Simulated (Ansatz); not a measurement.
**Zone-centre phonons of Zn₃SnO at -0.6 GPa: input and output**

All numbers below come from DFT PBE, scalar-relativistic, plane waves, PAW in Ansatz.

Launched with:
```bash
ansatz run input.yaml --threads 2 --pin off --max-ram 6144MiB --backend cpu --events-out ev --progress --plain --runs-dir out
```

Input (bare energies are in eV):
```yaml
crystal:
  lattice:
    - [4.3617, 0.0, 0.0]
    - [0.0, 4.3617, 0.0]
    - [0.0, 0.0, 4.3617]
  atoms:
    - { symbol: Sn, position: [0.0, 0.0, 0.0] }
    - { symbol: O, position: [0.5, 0.5, 0.5] }
    - { symbol: Zn, position: [0.5, 0.5, 0.0] }
    - { symbol: Zn, position: [0.5, 0.0, 0.5] }
    - { symbol: Zn, position: [0.0, 0.5, 0.5] }
basis:
  ecutwfc: 420
kpoints:
  mp_grid: { grid: [8, 8, 8] }
hamiltonian:
  xc: pbe
scf:
  occupations: { method: fermi_dirac, width: 0.15 }
output:
  eigenvalues: true
phonons:
  method: dfpt
  eigenvectors: true
```

The end of the output:
```
--- Phonons (Γ-DFPT): 4 representative perturbations + reference, on 125 of 512 k-points (Σ response iterations 13) ---
  k mesh reduced under 8 symmetry operations, with k and −k counted as one. Each operation leaves every solved displacement unchanged or reverses it
  ASR residual: 3.298e-4 → 0.000e0 eV/Å²; symmetrization residual: 2.117e-6 eV/Å²
  ASR residual per site (eV/Å²): 8.78e-5 3.30e-4 3.88e-5 3.88e-5 3.88e-5
  Γ frequencies (cm⁻¹): -133.54 -133.54 -133.54 -60.53 -60.53 -60.53 0.00 0.00 0.00 85.21 85.21 85.21 199.97 199.97 199.97
  non-analytic LO–TO correction: not included (Born effective charges unavailable; polar crystals: no LO–TO splitting at Γ)
```

The run took 110 s on 2 threads of Oxide Virtual Turin-like Processor (Zen 5), with other jobs on the host, peak memory 1.6 GiB.

Its imaginary modes show that this cell, the ideal cubic antiperovskite prototype, isn't a minimum of the energy. In a metal, frequencies and elastic constants depend on the k mesh and the smearing, soft modes and shear constants most. Spin–orbit coupling is left out, which matters for heavy elements. A semilocal functional can close a gap that the real compound has.

Negative frequencies stand for imaginary ones: the cell is unstable against these modes.